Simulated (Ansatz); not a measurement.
## NbRu: two-dimensional strain map

All numbers below come from DFT r2SCAN, scalar-relativistic, plane waves, PAW in Ansatz. Cutoff 500 eV, Γ-centred 16×16×16 k-points, Gaussian smearing of 0.15 eV. No spin polarisation. Energies are free energies at this smearing, counted from the undisturbed cell; pressure is positive in compression.

The starting cell (as given, not relaxed at this level; it stands at -5.5 GPa, and it needn't be the usual structure):

```xyz
2
Lattice="3.1840 0.0000 0.0000 0.0000 3.1840 0.0000 0.0000 0.0000 3.1840" Properties=species:S:1:pos:R:3 pbc="T T T"
Nb    0.0000    0.0000    0.0000
Ru    1.5920    1.5920    1.5920
```

The cell is strained by p along both x and y and by q along z, fractional coordinates fixed. Points are written (p, q).

Energy above the undisturbed cell in meV/atom (a dash: not computed):

```
 p \ q  -0.050  -0.025  0.000  0.025  0.050
-0.050   221.4   133.0   61.7   10.6  -19.0
-0.025    70.5    28.5   -1.2  -19.3  -22.0
 0.000    -2.6    -9.1    0.0   16.8   41.1
 0.025    -6.5    13.8   51.7  100.7  153.8
 0.050    49.4    90.4  149.3  221.6  301.0
```

Pressure in GPa:

```
 p \ q  -0.050  -0.025  0.000  0.025  0.050
-0.050    42.3    32.2   23.3   15.3    8.2
-0.025    22.9    14.5    7.1    0.7   -5.0
 0.000     7.4     0.5   -5.5  -10.7  -15.3
 0.025    -5.0   -10.5  -15.4  -19.5  -23.1
 0.050   -14.6   -19.1  -23.0  -26.3  -29.0
```